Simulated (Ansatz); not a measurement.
## Calculated 17O NMR of the central transition for SiO2

Cell: a COD entry.

Space group P4_12_12 (No. 92); a = 4.9640, c = 6.9200 Å.

| site | Wyckoff | site symmetry | x | y | z |
| --- | --- | --- | --- | --- | --- |
| Si | 4a | ..2 | 0.3000 | 0.3000 | 0.0000 |
| O | 8b | 1 | 0.2450 | 0.1000 | 0.1750 |

One atom of each set is listed.

The numbers come from a DFT calculation in Ansatz (PBE, plane waves and PAW (field gradients read without the response of the frozen cores, which leaves them typically 4 to 6 % off), scalar-relativistic, 420 eV cutoff, Γ-centred 5×5×4 k-points, Fermi–Dirac smearing 0.02 eV).

17O has I = 5/2 and Q = -25.58 mb (Pyykkö 2018); at 16.4 T its Larmor frequency is ν₀ = 94.7 MHz. Only the quadrupole interaction is simulated: positions count from each site's isotropic chemical shift, and J coupling is left out, as are shift anisotropy and dipolar coupling, which fast spinning averages.

Simulated pattern of one O site (fast magic-angle spinning, Gaussian broadening 0.1 kHz):

```csv
offset (kHz),height
-5.361,0
-5.142,4
-4.924,7
-4.705,7
-4.486,7
-4.268,7
-4.049,7
-3.831,8
-3.612,8
-3.393,31
-3.175,84
-2.956,73
-2.737,55
-2.519,49
-2.300,47
-2.082,47
-1.863,48
-1.644,50
-1.426,55
-1.207,66
-0.988,100
-0.770,91
-0.551,25
-0.332,0
```

Problem. Which |C_Q| and η does the pattern imply?

Solution. The pattern spans 4.58 kHz before broadening and its centre of gravity is at -2.07 kHz, which fixes P_Q; the places of the horns and steps fix η. That gives P_Q = 5.72 MHz, |C_Q| = 5.71 MHz and η = 0.11. The sign of C_Q can't be read from the pattern.

At O V_zz runs parallel to the line that joins its two neighbours (within 2°).

The calculated pressure of 11 GPa (PBE) comes largely from the unrelaxed atoms: it is 1.3 GPa once they are relaxed in the same cell. The largest force is 0.8 eV/Å, so the atoms aren't at the calculated equilibrium and relaxing them would move these values.

The run took 8.1 s of wall time (8 s of CPU time) and 0.44 GiB at its peak, on 1 thread of AMD EPYC 9R14 (Zen 4) (x86_64; 16 cores open to the job, memory cap 3.0 GiB, no GPU), a shared host with a load of 0.2 a core.
